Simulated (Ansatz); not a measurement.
VIr3 (Cu3Au type, Pm-3m) at seven volumes, plane-wave PAW PBEsol (Ansatz code), scaled uniformly. One row is withheld.

| V (Å³/atom) | P (GPa) |
|---|---|
| 12.427 | 41.81 |
| 12.836 | 25.39 |
| 13.246 | 11.60 |
| 13.656 | 0.00 |
| 14.065 | -9.74 |
| 14.475 | -17.90 |
| 14.885 | ? |

Question: Fit the shown pressures and predict the withheld one.

Answer: Third-order Birch–Murnaghan: P = (3/2)B₀(x^(7/2) − x^(5/2))[1 + (3/4)(B′ − 4)(x − 1)] with x = (V₀/V)^(2/3). Least squares on the six rows gives V₀ = 13.656 Å³/atom, B₀ = 353.5 GPa, B′ = 4.79. At V = 14.885, x = 0.9442 and P = -24.80 GPa. The run itself gave -24.72 GPa.

The first step of the workflow began from a Materials Project structure, measured or hypothetical; the Crystallography Open Database files this formula in space group No. 221, but the cells were not matched. Whether it is the stable phase at ambient conditions was not checked. The cell was relaxed with PBEsol under the symmetry of its start; its stability against distortions is not shown here. No spin polarisation was allowed. Spin–orbit coupling is left out wherever it is not named.

Potentials: the later of the program's two PAW sets.
